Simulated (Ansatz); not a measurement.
Crystals of one structure type (CsCl type) and one family of elements, relaxed and computed with LDA in the plane-wave PAW code Ansatz.

```csv
crystal,V (Å³/atom),B₀ by P(V) fit (GPa)
ScCu,15.88,?
ScAu,18.32,127
ScAg,18.61,102
LaAg,25.46,63.9
```

Fit a straight line to ln B₀ against ln V and predict the withheld value.

Least squares on the 3 shown rows: ln B₀ = -1.82 × ln V + (10.044), with a scatter of 8 %. For ScCu this gives 150. The run itself gave 108, outside the scatter: the line misses something about this case.

Standing as an ambient phase not checked: ScCu, CsCl type; ScAu, CsCl type; ScAg, CsCl type; LaAg, CsCl type. All cells were relaxed under the symmetry of their starts (and spin orders); stability against distortions was not tested throughout. Rows with no word on spin ran without spin polarisation. Spin–orbit coupling is left out wherever it is not named.

Potentials: the later of the program's two PAW sets.
